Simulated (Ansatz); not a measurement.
**Kick test of a cell of Rb4BaSe3**

The cell was found from a proposed guess, not taken from experiment.

The calculation used Ansatz 0.2.0, DFT PBE, scalar-relativistic, plane waves, PAW. Cutoff 420 eV; k points 4×4×4 on the computed 16-atom cell (Γ-centred); Gaussian smearing, width 0.02 eV; no spin polarisation.

The cell below (16 atoms, space group I4/mcm (No. 140)) is relaxed within its symmetry.

```
Rb Ba Se
1.0
    -4.65259    4.65259    6.82567
     4.65259   -4.65259    6.82567
     4.65259    4.65259   -6.82567
Rb Ba Se
8 2 6
Cartesian
  3.2670 1.3856 2.0396
  -1.3856 6.0382 4.7861
  6.0382 -1.3856 2.0396
  1.3856 3.2670 4.7861
  1.3856 6.0382 2.0396
  6.0382 1.3856 4.7861
  -1.3856 3.2670 2.0396
  3.2670 -1.3856 4.7861
  0.0000 0.0000 0.0000
  0.0000 0.0000 6.8257
  1.4924 3.1602 0.0000
  3.1602 1.4924 6.8257
  0.0000 0.0000 10.2385
  0.0000 0.0000 3.4128
  -1.4924 3.1602 6.8257
  6.1449 1.4924 0.0000
```

For the test it was strained at random (σ = 1.5 % a component), the atoms were moved at random (σ = 0.05 Å), and all was relaxed again on a coarse 2×2×2 mesh (in the run’s order of axes) with 0.10 eV smearing, with no symmetry imposed.

Problem. Does it come back?

Solution. It returns, within 1 meV/atom of the unmoved cell on that mesh and with the same symmetry when read at 0.1 Å (P1 at 0.01 Å, so small strains and shifts remain). No instability shows in this cell; modes of other wave vectors, which need another repeat, aren't tested.
